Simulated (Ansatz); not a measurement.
AgI (zinc blende): values from a third-order Birch-Murnaghan fit to a volume scan beside measured ones. Computed values: PBEsol (plane waves to 420 eV, PAW, scalar-relativistic; Ansatz, a quantum-chemistry and plane-wave program). AgI was relaxed with its symmetry unable to fall. Spin-orbit coupling is left out, though I is heavy.

```csv
quantity,reference,kind
Lattice constant a (Å),6.499,"measured, room temperature or unstated"
```

References as given in: Subrata Jana, Abhilash Patra, Prasanjit Samal, The Journal of Chemical Physics (2018), arXiv:1803.03840. Values not taken to low temperature hold thermal and zero-point shifts that a static calculation lacks, so small differences there are no errors of the method.

Q: Estimate the PBEsol values and the sign and size of each difference.

A: 
```tsv
quantity	PBEsol	difference
Lattice constant a (Å)	6.450	-0.8 %
```



(A scan under strain: stresses follow from slopes of the energy per volume, elastic moduli from its curvatures.)
